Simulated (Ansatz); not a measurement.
# MgVFeP4O14, one structure, two calculations

Cell: a computed structure from the Materials Project (it need not be an observed phase) whose atoms were relaxed with PBE, the cell held.

```
CELL_PARAMETERS angstrom
5.06353 0.00000 0.00000
-1.95548 6.77672 0.00000
-0.02511 -0.03680 8.15938
ATOMIC_POSITIONS crystal
Mg 0.29587 0.06338 0.30276
V 0.81244 0.28425 0.50750
Fe 0.19214 0.71009 0.97235
P 0.61517 0.49146 0.80581
P 0.75443 0.89484 0.24439
P 0.24122 0.10411 0.71772
P 0.38671 0.50617 0.30812
O 0.98615 0.17542 0.67631
O 0.89753 0.06852 0.36164
O 0.84003 0.52382 0.93609
O 0.72873 0.48946 0.63137
O 0.54370 0.34444 0.31583
O 0.41605 0.09436 0.56025
O 0.42956 0.26592 0.83989
O 0.60801 0.71221 0.36271
O 0.52874 0.94753 0.14649
O 0.43652 0.63212 0.81662
O 0.29040 0.52842 0.13561
O 0.15583 0.46915 0.43517
O 0.16126 0.91563 0.81528
O 0.99889 0.85292 0.15817
```

Atom numbers follow the list; atoms alike are taken as one site, whose name carries the number of the first.

First run. Computed with Ansatz: DFT, PBE, plane waves and PAW, scalar-relativistic, collinear spin, 420 eV cutoff, Γ-centred 4×3×3 k-points, Fermi–Dirac smearing 0.02 eV. Start moments as typed (μB): 1 on each V, 4 on each Fe, none on the rest.

```tsv
site	atom	V_zz (10²¹ V/m²)	η	m (μB)
Mg	1	2.87	0.22	0.00
V	2	-7.60	0.83	-1.31
Fe	3	2.68	0.47	3.67
P4	4	5.55	0.26	0.01
P5	5	-4.42	0.74	0.00
P6	6	3.80	0.86	0.00
O8	8	10.23	0.07	0.01
O10	10	9.40	0.27	0.12
O11	11	9.27	0.30	0.01
O12	12	9.86	0.60	0.01
O13	13	10.08	0.58	0.01
O17	17	9.64	0.05	0.10
O18	18	9.68	0.26	0.07
O19	19	10.07	0.15	0.01
```

Second run. The same atoms and settings, except that the start moments (μB) are 1 on each V, -4 on each Fe, none on the rest.

**Question.** What does the second run give?

**Answer.** 

```
site  atom   V_zz     η  change of V_zz  m (μB)
  Mg     1   2.87  0.22            0.00    0.00
   V     2  -7.60  0.83            0.00    1.31
  Fe     3   2.68  0.47            0.00   -3.67
  P4     4   5.55  0.26            0.00   -0.01
  P5     5  -4.42  0.74            0.00    0.00
  P6     6   3.80  0.86            0.00    0.00
  O8     8  10.23  0.07            0.00   -0.01
 O10    10   9.40  0.27            0.00   -0.12
 O11    11   9.27  0.30            0.00   -0.01
 O12    12   9.86  0.60            0.00   -0.01
 O13    13  10.08  0.58            0.00   -0.01
 O17    17   9.64  0.05            0.00   -0.10
 O18    18   9.68  0.26            0.00   -0.07
 O19    19  10.07  0.15            0.00   -0.01
```

No V_zz moves by more than 0.01. The table leaves out 7 of the 21 sites, with |V_zz| up to 13.41; their tensors move by 0.01 at most along any direction. The statements above cover all sites. Isomer shifts (Fe against α-Fe, from the density at the nucleus and a line fitted to measured compounds for each functional; the lines scatter by about 0.1 mm/s, so smaller changes between functionals mean little): Fe 0.83 → 0.83 mm/s.

The run finds no gap above 0.1 eV (a metal, or nearly one), so the gradients can move by 10 % or more with the k-mesh. Semilocal functionals can leave a metal where correlation in the d or f shell opens a gap in the real compound, and that would change the values at and beside Fe and V. With these PAW files V_zz is typically within 2 to 3 % of all-electron values, but misses above 10 % occur on Fe. The magnetic order is the one that the run reached from its start moments, not necessarily the measured one.
For the first run: The moments were started parallel, and the run ended with some of them reversed. The run lost the sense of its start on V, where the moments end reversed; a state with other moments may lie lower.
